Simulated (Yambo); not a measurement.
```xyz
3
Lattice="3.6743 0.0000 0.0000 -1.8372 3.1820 0.0000 0.0000 0.0000 6.2288" Properties=species:S:1:pos:R:3 pbc="T T T"
S      0.0000     2.1214     1.4616
S      1.8372     1.0607     4.7672
Sn     0.0000     0.0000     0.0000
```

SnS₂ (CdI2 type, space group P-3m1, No. 164): G0W0@PBEsol in Yambo (6×6×2 Γ-centred k mesh, 133 bands and a 8 Ry block in the screening, 133 bands in G with the Bruneval-Gonze terminator, plasmon pole fitted at 27.2 eV) on wavefunctions from Quantum ESPRESSO. With the symmetry operations that carry no fractional translation, the mesh has 14 irreducible k points, and the gap (0, 0.167, 0) → L is 2.251 eV.

Task: What changes when point-group symmetry is switched off and time reversal alone is kept?

Result: The mesh then has 40 irreducible points. The exact result doesn't change; the run gives 2.254 eV, and the difference is numerical residue, whose source wasn't traced. Rough time against the symmetric run: about 2× for the empty bands, about 2× for Yambo (4 states against 6).

Spin-orbit coupling is not included.

Geometry of the Materials Project entry, not relaxed at this level.

The distance between layers or molecules is the database entry's, not relaxed here. Functionals without dispersion can leave it too large, which widens gaps and weakens the response across layers: the numbers belong to this cell.
